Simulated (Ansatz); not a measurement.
Re:
```xyz
2
Lattice="2.7574 0.0000 0.0000 -1.3787 2.3880 0.0000 0.0000 0.0000 4.4539" Properties=species:S:1:pos:R:3 pbc="T T T"
Re     0.0000     1.5920     3.3404
Re     1.3787     0.7960     1.1135
```

Relaxed with PBE+D3(BJ). Special points in fractions of this cell's reciprocal vectors: Γ (0.000, 0.000, 0.000); M (0.500, 0.000, 0.000); K (0.333, 0.333, 0.000); A (0.000, 0.000, 0.500); L (0.500, 0.000, 0.500); H (0.333, 0.333, 0.500).

**Question.** List the band energies nearest the Fermi level at these points for PBE+D3(BJ) in the plane-wave PAW code Ansatz.

**Answer.** In eV from the Fermi level; about four levels below and three above (degenerate sets whole), none deeper than 8.9 eV; … stands for higher levels left out; points with the same levels are listed once.

```json
[
 {"k": "Γ", "below": "-1.58 -1.58 -1.58 -0.74 -0.74", "above": "0.20 0.20 0.62"},
 {"k": "M", "below": "-1.93 -1.72 -1.37 -0.59", "above": "4.02 4.43 4.56"},
 {"k": "K", "below": "-3.36 -2.13 -2.13 -0.03", "above": "3.07 3.07 3.55"},
 {"k": "A", "below": "-1.71 -1.71 -1.71 -1.71", "above": "…"},
 {"k": "L", "below": "-6.30 -6.30 -4.11 -4.11", "above": "0.40 0.40 0.93 0.93"},
 {"k": "H", "below": "-3.74 -3.74 -2.15 -2.15", "above": "0.07 0.07 3.39 3.39"}
]
```

Space group P6_3/mmc (hcp (Mg type)). The PBE+D3(BJ) relaxation kept the symmetry of its start. No spin polarisation was allowed. The pairwise dispersion correction was not fitted to metals. Scalar-relativistic: spin–orbit coupling is off unless named, which matters more the heavier the elements.

Potentials: the later of the program's two PAW sets.
